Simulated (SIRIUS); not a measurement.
Input and output of a self-consistent single point for InAs (F-43m, 8 atoms in the cell; from Materials Project mp-20305, changed as shown) (SIRIUS).

All values come from this method and carry its errors: PBE, SSSP 1.1.2 precision PBE pseudopotentials (plane waves; SIRIUS).

The change in words: lattice scaled by 0.98. Reference geometry (F-43m):
```yaml
crystal:
  lattice:
    - [6.10712, 0.00000, 0.00000]
    - [0.00000, 6.10712, 0.00000]
    - [0.00000, 0.00000, 6.10712]
  atoms:
    - { symbol: In, position: [0.25000, 0.25000, 0.25000] }
    - { symbol: In, position: [0.25000, 0.75000, 0.75000] }
    - { symbol: In, position: [0.75000, 0.25000, 0.75000] }
    - { symbol: In, position: [0.75000, 0.75000, 0.25000] }
    - { symbol: As, position: [0.00000, 0.00000, 0.00000] }
    - { symbol: As, position: [0.00000, 0.50000, 0.50000] }
    - { symbol: As, position: [0.50000, 0.00000, 0.50000] }
    - { symbol: As, position: [0.50000, 0.50000, 0.00000] }
```

Reference input (self-consistent single point, DFT, PBE, plane waves, SSSP 1.1.2 precision PBE pseudopotentials): parameters.ngridk = 3 3 3; parameters.xc_functionals = [XC_GGA_X_PBE, XC_GGA_C_PBE]; parameters.gk_cutoff = 9.487 1/bohr; parameters.pw_cutoff = 30 1/bohr; parameters.smearing = fermi_dirac; parameters.smearing_width = 0.00367493 Ha; potentials = SSSP 1.1.2 precision PBE pseudopotentials; parameters.electronic_structure_method = pseudopotential; parameters.num_bands = 43; parameters.num_mag_dims = 0; parameters.num_dft_iter = 100; parameters.energy_tol = 1e-07 Ha. This run's input differs from it in these lines:

```diff
@@ -32,7 +32,7 @@
     "lattice_vectors": [
-      [1.0000000182, 0.0, 0.0],
-      [0.0, 1.0000000182, 0.0],
-      [0.0, 0.0, 1.0000000182]
+      [1.0000000249, 0.0, 0.0],
+      [0.0, 1.0000000249, 0.0],
+      [0.0, 0.0, 1.0000000249]
     ],
-    "lattice_vectors_scale": 11.540784,
+    "lattice_vectors_scale": 11.309969,
     "atom_coordinate_units": "lattice",
```

Output (repeated stretches shortened):

```
[find] density tolerance         : 1e-06
[find] total energy tolerance    : 1e-07
[find] iter_solver_tol (initial) : 0.01
[find] iter_solver_tol (target)  : 1e-13
[find] num_dft_iter              : 100
Charges and magnetic moments
--------------------------------------------------------------------------------
total charge          : 72.000000
[find] | SCF iteration   0 out of 100|
[diagonalize] iterative solver tolerance (occupied, empty): 0.01 0.01
[diagonalize] average number of iterations: 2.25
[find] Charges and magnetic moments
[find] total charge          : 72.000000
[find] Energy
   [... lines left out ...]

[find] Charges and magnetic moments
[find] total charge          : 72.000000
[find] Energy
[find] smearing (-TS)                 :      -0.00067140
[find] Total energy                   :    -326.13841287 (Ha),    -652.27682574 (Ry)
[find] Free energy (E-TS)             :    -326.13908427 (Ha),    -652.27816855 (Ry)
[find] band gap (eV)                  :       0.00000000
[find] Efermi                         :       0.25841981
[find] iteration : 37, RMS (target) : 6.1389e-07 (1.0000e-06) , energy difference (target) : -5.7526e-11 (1.0000e-07)
[find] bands are converged : true
[find] iterative solver converged : true
[find] converged after 38 SCF iterations!
[find] Charges and magnetic moments
[find] total charge          : 72.000000
[find] Energy
[find] smearing (-TS)                 :      -0.00067140
[find] Total energy                   :    -326.13841287 (Ha),    -652.27682574 (Ry)
[find] Free energy (E-TS)             :    -326.13908427 (Ha),    -652.27816855 (Ry)
[find] band gap (eV)                  :       0.00000000
[find] Efermi                         :       0.25841981
[ground_state] === stress tensor components [kbar] ===
[ground_state] === stress_total ===
[ground_state]   -63.975860    0.000000   -0.000000
[ground_state]     0.000000  -63.975860   -0.000000
[ground_state]    -0.000000   -0.000000  -63.975860
[ground_state] ==== total Forces in Ha/bohr =====
[ground_state] atom:    0, force:      -0.0000000      0.0000000      0.0000000
   [... zero for the other atoms too ...]
```

The run converged in 38 iterations. SIRIUS prints the stress tensor with tension positive. Against the reference run the free energy rises by 44.6 meV/atom and the pressure goes from 2.31 to 6.40 GPa.

The structure comes from a collection of computed structures, made at another level of theory; the collection holds predicted forms beside known ones. No clean gap shows at this smearing width and mesh (spacing up to 0.35 Å⁻¹); the mesh is coarse for partly filled bands, so the values carry mesh errors. Semi-local functionals can close small gaps.

Cost on one core: about 4 core-minutes (a rough figure).
